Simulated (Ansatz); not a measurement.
## Two Ansatz runs on Bi

The cell comes from COD entry 5000215, which wasn't checked; take it as a given geometry. It differs from other determinations. The listed cell was then made from it by scaling, straining or moving an atom.

First run: DFT, PBE, all-electron LAPW, scalar-relativistic (Ansatz 0.2.0).

Command: `ansatz run input.yaml --threads 1 --pin off --max-ram 2048MiB --backend cpu --events-out ev --progress --plain --runs-dir out` The run took 57 s on 1 thread of Intel(R) Xeon(R) 6975P-C (Granite Rapids), with other jobs on the host.

```yaml
crystal:
  lattice:
    - [2.3264222754, 1.343160527, 4.0403311668]
    - [-2.3264222754, 1.343160527, 4.0403311668]
    - [0.0, -2.686321054, 4.0403311668]
  atoms:
    - { symbol: Bi, position: [0.234, 0.234, 0.234] }
    - { symbol: Bi, position: [0.766, 0.766, 0.766] }
kpoints:
  mp_grid: { grid: [9, 9, 9] }
scf:
  occupations: { method: fermi_dirac, width: 0.05 }
hamiltonian:
  xc: pbe
  pseudopotentials: { kind: all_electron, lapw: { basis_error: 0.001 } }
output:
  forces: true
  stress: true
relax:
  f_tol: 0.005
  max_steps: 80
  cell: {}
```

Result: converged; relaxed volume 36.824 Å³/atom; 23 SCF iterations in all.

No spin–orbit coupling, which matters for the heavy atoms here.

The input is then changed:

```diff
@@ -8,9 +8,10 @@
     - { symbol: Bi, position: [0.766, 0.766, 0.766] }
 kpoints:
-  mp_grid: { grid: [9, 9, 9] }
+  mp_grid: { grid: [9, 9, 9], shift: [0.5, 0.5, 0.5] }
 scf:
   occupations: { method: fermi_dirac, width: 0.05 }
+  convergence: { dr2_threshold: 1.0e-11 }
 hamiltonian:
-  xc: pbe
+  xc: rpbe
   pseudopotentials: { kind: all_electron, lapw: { basis_error: 0.001 } }
 output:
```

(1) What does the second run give?

Answers

(1) It converged; relaxed volume 38.907 Å³/atom; 51 SCF iterations in all.
